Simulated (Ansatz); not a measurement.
A geometry of AlNi away from equilibrium: step 13 of the relaxation of a generated cell, AlNi placed in the AFLOW prototype AB_oP4_59_a_b (as in CuTe). These are PBE (plane waves to 420 eV, PAW, scalar-relativistic; Ansatz, a first-principles code) values and carry that method's errors. Γ-centred k-mesh 12×10×6 on the run's cell (coarser than for final values), Fermi–Dirac smearing 0.05 eV.

```xyz
4
Lattice="2.7418 0.0000 0.0000 0.0000 4.1774 0.0000 0.0000 0.0000 4.2632" Properties=species:S:1:pos:R:3:forces:R:3 pbc="T T T" free_energy=-12756.134 pressure_GPa=4.5
Al     0.0000     0.0000     0.4778    0.0000    0.0000    0.0038
Al     1.3709     2.0887     3.7854    0.0000    0.0000   -0.0038
Ni     0.0000     2.0887     1.6911    0.0000    0.0000   -0.0059
Ni     1.3709     0.0000     2.5722    0.0000    0.0000    0.0059
```

Positions in Å, forces in eV/Å, free energy of the cell in eV (comparable only within this code, potentials and settings). Largest force: 0.01 eV/Å, on Ni3, Ni4 (atoms numbered as listed); the geometry lies 0.02 eV/atom above the end of its relaxation.

Spin-polarised start, with parallel moments on Ni.

No spin polarisation in the result: the starting moments vanished. A magnetic state may lie lower.

The run could not lose the symmetry of its start: the end is stationary, and may be a saddle point rather than a minimum.

The end of the path is a generated cell of AlNi: the first start was made by placing the elements on the sites of a structure type, and the end was not matched to a known phase here, so it may be hypothetical. Known forms of AlNi include space group No. 221.
